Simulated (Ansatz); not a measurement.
# Vibrational response of MgO at 9 GPa

Level of theory: DFT LDA, scalar-relativistic, plane waves, PAW (Ansatz). Settings: 420 eV plane-wave cutoff, Γ-centred 10×10×10 mesh, fixed occupations. No spin polarisation. Phonons by linear response, acoustic sum rule imposed.

The cell, relaxed at 9 GPa:
```xyz
2
Lattice="0.0000 2.0471 2.0471 2.0471 0.0000 2.0471 2.0471 2.0471 0.0000" Properties=species:S:1:pos:R:3 pbc="T T T"
Mg    0.0000    0.0000    0.0000
O     2.0471    2.0471    2.0471
```

Q: Give the high-frequency dielectric tensor ε∞.

A:
```
3.14 0.00 0.00
0.00 3.14 0.00
0.00 0.00 3.14
```

Q: Give the Born effective charges.

A:
```
       atom Z*xx Z*yy Z*zz mean
Mg (atom 1)   1.95   1.95   1.95   1.95
 O (atom 2)  -1.95  -1.95  -1.95  -1.95
```

Q: How large is the static dielectric tensor with the ions free to move, and what share of it is ionic?

A:
```
8.6 0.0 0.0
0.0 8.6 0.0
0.0 0.0 8.6
```
The ions give 64 % of its trace.

Cost: 1 run of about 0.096 core-minutes, on Intel Xeon Platinum 8488C (Sapphire Rapids) (shared hosts).